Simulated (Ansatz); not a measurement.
The computed numbers are results of PBEsol, scalar-relativistic (no spin polarisation) in the plane-wave PAW code Ansatz at 420 eV, Γ-centred 8×8×8 mesh, 0.05 eV Gaussian smearing. The datasets are Ansatz's generated set soft_2.

A compound XZn3 has these computed properties.

```
Space group                                           : Pm-3m (No. 221)
Conventional cell                                     : a = 4.110 Å, b = 4.110 Å, c = 4.110 Å, α = 90.00°, β = 90.00°, γ = 90.00°
Volume                                                : 17.36 Å³/atom
Band gap                                              : zero (metallic)
Density of states at the Fermi level                  : 0.76 states/(eV·atom)
f electrons (orthogonalised atomic orbitals)          : X 13.99
Formation energy from the elements (0 K, uncorrected) : -0.19 eV/atom
Bulk modulus (Birch–Murnaghan)                        : 78 GPa
Pressure derivative B0′                               : 4.5
```

Sites: X on 1a, Zn on 3c.

Question: Which element is X?
A. Ta
B. Hf
C. Tm
D. Lu

Answer: D. X is Lu, so the compound is LuZn3.

This is a trial structure made by placing the elements on a prototype's sites, so it needn't be the stable form.

No spin–orbit coupling, a notable omission for heavy elements.
